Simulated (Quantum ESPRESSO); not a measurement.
## W2GaCu3InTa (different elements on one site, starting from this cell)

Simulated, not a measurement. The program is pw.x of Quantum ESPRESSO 7.5 (plane-wave density functional theory). The cell is made up: eight metal atoms on a hexagonal close-packed lattice, with elements, volume, strain and displacements drawn at random and not relaxed, so it may be unstable or far from any real phase. PseudoDojo standard norm-conserving files set the functional (PBE unless stated); there is no spin polarisation or spin-orbit coupling, the Fermi-Dirac width of 0.25 eV means electrons at about 2900 K, and the masses in the input are unused placeholders. The copper pseudopotential is less sure than most, with forces differing by about three percent and pressure by about two GPa from a second method on plain copper. Heavy elements are run without spin-orbit coupling, which real alloys of them have. A spin test at this wide smearing found no moment, but such smearing suppresses magnetism that the real alloy may have.

The runs put different elements on site 8. Cell, positions, cutoff, mesh and smearing stay as in the input of run 1; sites are counted in its order. Stress in the tables is positive in tension.

Input of run 1:

```
&control calculation='scf', pseudo_dir='./dojo.nc.sr.pbe.v0_5.standard.upf', outdir='./o', disk_io='minimal', tprnfor=.true., tstress=.true. /
&system ibrav=0, nat=8, ntyp=5, nbnd=74, ecutwfc=92.02030273, nosym=.true., tot_charge=0,
 occupations='smearing', smearing='fd', degauss=0.0183746611
/
&electrons conv_thr=1.470e-08, electron_maxstep=70, mixing_beta=0.5 /
ATOMIC_SPECIES
Cu 1.0 Cu.upf
Ga 1.0 Ga.upf
In 1.0 In.upf
Ta 1.0 Ta.upf
W 1.0 W.upf
CELL_PARAMETERS angstrom
0.0 0.0 4.3608
5.5174 0.0 0.0
-2.7587 4.7782 0.0
ATOMIC_POSITIONS angstrom
W -0.0969 -0.1747 -0.0429
Ga -1.2677 2.4235 -0.0613
Cu 2.7475 0.0662 0.0569
W 1.3269 2.4306 0.0175
In -0.1065 1.6073 2.1736
Cu -1.3569 4.1054 2.154
Cu 2.8054 1.5681 2.2575
Ta 1.4402 4.0204 2.1362
K_POINTS automatic
5 5 5 1 1 1
```

```
run  elements on sites 1 to 8  -TS (eV)  pressure (GPa)  stress xx (GPa)  stress yy (GPa)  stress zz (GPa)  stress yz (GPa)  stress xz (GPa)  stress xy (GPa)  iterations
  1     W Ga Cu W In Cu Cu Ta    -0.931           21.85           -18.67           -16.20           -30.69             0.20             0.84            -3.14          16
  2     W Ga Cu W In Cu Cu Ir    -0.960           13.26           -10.48            -6.57           -22.72             0.15             0.95            -0.25          17
  3     W Ga Cu W In Cu Cu Cu    -1.022            8.15            -6.65            -2.08           -15.73            -0.11             1.23             0.28          17
  4     W Ga Cu W In Cu Cu Al    -0.855           12.75           -11.11            -8.05           -19.09            -0.25             1.38            -1.27          15
  5     W Ga Cu W In Cu Cu Ga    -0.847           13.32           -11.91            -9.10           -18.94            -0.27             1.44            -1.22          15
```

Forces Fx Fy Fz (eV/Å):

```
site              run 1              run 2              run 3             run 4             run 5
   1     2.30 0.61 0.24     1.24 0.56 0.28     0.63 0.09 0.23    1.04 0.43 0.22    1.08 0.56 0.20
   2    -2.08 0.83 0.48    -2.14 0.89 0.49    -2.26 0.91 0.54   -2.27 0.91 0.52   -2.32 0.93 0.52
   3   -0.66 0.33 -0.38   -0.39 0.11 -0.35  -0.15 -0.04 -0.20  -0.43 0.12 -0.17  -0.57 0.19 -0.17
   4   1.89 -0.79 -0.23   1.73 -0.94 -0.28   1.94 -0.28 -0.20  1.99 -0.43 -0.29  1.88 -0.59 -0.30
   5    1.44 0.57 -0.41    1.13 0.23 -0.44   1.15 -0.39 -0.44  1.26 -0.21 -0.43  1.25 -0.19 -0.43
   6    0.42 0.20 -0.04   0.56 -0.04 -0.02    0.19 0.00 -0.03   0.24 0.05 -0.02   0.27 0.03 -0.02
   7  -0.94 -0.01 -0.23  -0.76 -0.05 -0.21   -0.83 0.10 -0.18  -0.83 0.01 -0.20  -0.82 0.02 -0.18
   8   -2.37 -1.74 0.57   -1.38 -0.77 0.53   -0.67 -0.39 0.27  -1.00 -0.86 0.37  -0.77 -0.95 0.38
```

Energies are left out, as each element's file has its own zero. A rerun of one cell of this series at a higher cutoff and on a denser mesh moved values by no more than 0.004 eV in energy, 0.03 GPa in stress and 0.013 eV/Å in force, and a second program with other atomic files agreed on that cell to 2 % rms in force and 0.5 GPa in pressure.